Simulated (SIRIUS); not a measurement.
SIRIUS run on a model cell of Rh (Im-3m, 1 atom in the cell; prototype structure): self-consistent single point.

Method: PBEsol, PseudoDojo 0.4 standard norm-conserving PBEsol (tails mended) pseudopotentials (plane waves; SIRIUS).

```yaml
crystal:
  lattice:
    - [-1.50803, 1.50803, 1.50803]
    - [1.50803, -1.50803, 1.50803]
    - [1.50803, 1.50803, -1.50803]
  atoms:
    - { symbol: Rh, position: [0.00000, 0.00000, 0.00000] }
```

Reference input (self-consistent single point, DFT, PBEsol, plane waves, PseudoDojo 0.4 standard norm-conserving PBEsol (tails mended) pseudopotentials): parameters.ngridk = 15 15 15; parameters.xc_functionals = [XC_GGA_X_PBE_SOL, XC_GGA_C_PBE_SOL]; parameters.gk_cutoff = 9.381 1/bohr; parameters.pw_cutoff = 18.762 1/bohr; parameters.shiftk = 1 1 1; parameters.smearing = fermi_dirac; parameters.smearing_width = 0.00367493 Ha; potentials = PseudoDojo 0.4 standard norm-conserving PBEsol (tails mended) pseudopotentials; parameters.electronic_structure_method = pseudopotential; parameters.num_bands = 13; parameters.num_mag_dims = 0; parameters.num_dft_iter = 100. This run's input differs from it in these lines:

```diff
@@ -16,3 +16,3 @@
     "pw_cutoff": 18.762,
-    "ngridk": [15, 15, 15],
+    "ngridk": [8, 8, 8],
     "shiftk": [1, 1, 1],
```

Output, abridged:

```
[find] density tolerance         : 1e-06
[find] total energy tolerance    : 1e-07
[find] iter_solver_tol (initial) : 0.01
[find] iter_solver_tol (target)  : 1e-13
[find] num_dft_iter              : 100
Charges and magnetic moments
--------------------------------------------------------------------------------
total charge          : 17.000000
[find] | SCF iteration   0 out of 100|
[diagonalize] iterative solver tolerance (occupied, empty): 0.01 0.01
[diagonalize] average number of iterations: 3.42308
[find] Charges and magnetic moments
[find] total charge          : 17.000000
[find] Energy
   [... lines left out ...]

[find] Charges and magnetic moments
[find] total charge          : 17.000000
[find] Energy
[find] smearing (-TS)                 :      -0.00259407
[find] Total energy                   :    -117.20044764 (Ha),    -234.40089528 (Ry)
[find] Free energy (E-TS)             :    -117.20304171 (Ha),    -234.40608343 (Ry)
[find] band gap (eV)                  :       0.00000000
[find] Efermi                         :       0.82160813
[find] iteration : 9, RMS (target) : 9.3562e-07 (1.0000e-06) , energy difference (target) : 1.2381e-09 (1.0000e-07)
[find] bands are converged : true
[find] iterative solver converged : true
[find] converged after 10 SCF iterations!
[find] Charges and magnetic moments
[find] total charge          : 17.000000
[find] Energy
[find] smearing (-TS)                 :      -0.00259407
[find] Total energy                   :    -117.20044764 (Ha),    -234.40089528 (Ry)
[find] Free energy (E-TS)             :    -117.20304171 (Ha),    -234.40608343 (Ry)
[find] band gap (eV)                  :       0.00000000
[find] Efermi                         :       0.82160813
[ground_state] === stress tensor components [kbar] ===
[ground_state] === stress_total ===
[ground_state]   -39.494539    0.000000   -0.000000
[ground_state]     0.000000  -39.494539   -0.000000
[ground_state]    -0.000000   -0.000000  -39.494539
[ground_state] ==== total Forces in Ha/bohr =====
[ground_state] atom:    0, force:       0.0000000      0.0000000      0.0000000
```

The run converged in 10 iterations. SIRIUS prints the stress tensor with tension positive. Against the reference run the free energy goes down by 5.7 meV/atom and the pressure goes from 4.25 to 3.95 GPa.

Lattice and positions were typed or generated, without prior relaxation. This run is one point of a test of settings, so its values need not be converged; read them against the reference run alone. No clean gap shows at this smearing width and mesh (spacing up to 0.37 Å⁻¹); the mesh is coarse for partly filled bands, so the values carry mesh errors.

“Tails mended”: in these copies of the files the far tail of each local potential was reset to the Coulomb form.
